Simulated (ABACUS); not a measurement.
A self-consistent single point of Ta₂O₅ (Pm, 7 atoms in the cell; from Materials Project mp-1238961, changed as shown).

```xyz
7
Lattice="3.8414 0.0000 0.0000 0.0000 3.8627 0.0000 -1.8189 0.0000 6.5290" Properties=species:S:1:pos:R:3 pbc="T T T"
Ta     1.0558     0.0000     5.1664
Ta     0.9667     0.0000     1.3625
O      1.0914     1.9314     5.2123
O      0.9311     1.9314     1.3167
O     -0.8547     0.0000     5.6442
O      2.8771     0.0000     0.8447
O      1.0112     0.0000     3.2645
```

Level of theory: PBEsol, PseudoDojo 0.4 standard norm-conserving PBEsol (tails mended) pseudopotentials (plane waves; ABACUS).

ABACUS settings:

- KPT: Gamma 4 4 2 0 0 0
- basis_type: pw
- dft_functional: PBESOL
- ecutwfc: 84 Ry
- smearing_method: fd
- smearing_sigma: 0.000734986 Ry
- potentials: PseudoDojo 0.4 standard norm-conserving PBEsol (tails mended)
- symmetry: 1
- ks_solver: dav_subspace
- scf_nmax: 100
- scf_thr: 1.0e-09 Ry
- mixing_type: broyden
- mixing_beta: 0.4

Results:

- Number of valence electrons = 56
- Number of bands = 38
- Number of k-points after the program's reduction = 18
- Number of plane waves (most at a k-point) = 8528
- Number of SCF iterations = 12
- FFT grid = 45 × 45 × 75
- Free energy E − TS = -5794.0114 eV
- Top of the valence band (on the code's own zero) = 6.91 eV
- Gap on the k-point mesh = 2.15 eV
- Pressure = -2.69 GPa
- Largest force (vector length) = 0.382 eV/Å

Forces (eV/Å):
```csv
atom,Fx,Fy,Fz
Ta1,-0.056,0.000,-0.135
Ta2,0.073,0.000,0.111
O3,0.015,0.000,0.059
O4,-0.017,0.000,-0.085
O5,-0.008,0.000,0.382
O6,-0.003,0.000,-0.054
O7,-0.003,0.000,-0.278
```

Stress (GPa, positive for compression):
```
-1.73   0.00  -0.13
 0.00  -2.85   0.00
-0.13   0.00  -3.51
```

Gaps are taken between levels on the mesh.

For comparison: a first run was changed to give this one (atom 5 moved by -0.04 angstrom along z), and from it to this one the free energy rises by 1.1 meV/atom, the pressure stays near -2.69 GPa while the zz stress (positive for compression) goes from -2.79 to -3.51 GPa, the largest force goes from 0.067 to 0.382 eV/Å and the gap on the mesh goes from 2.176 to 2.154 eV.

Spin-orbit coupling is left out, which matters for bands and gaps with elements this heavy. The structure comes from a collection of computed structures, made at another level of theory; the collection holds predicted forms beside known ones.

Cost on one core: about 80 core-seconds (a rough figure).

“Tails mended”: in these copies of the files the far tail of each local potential was reset to the Coulomb form.
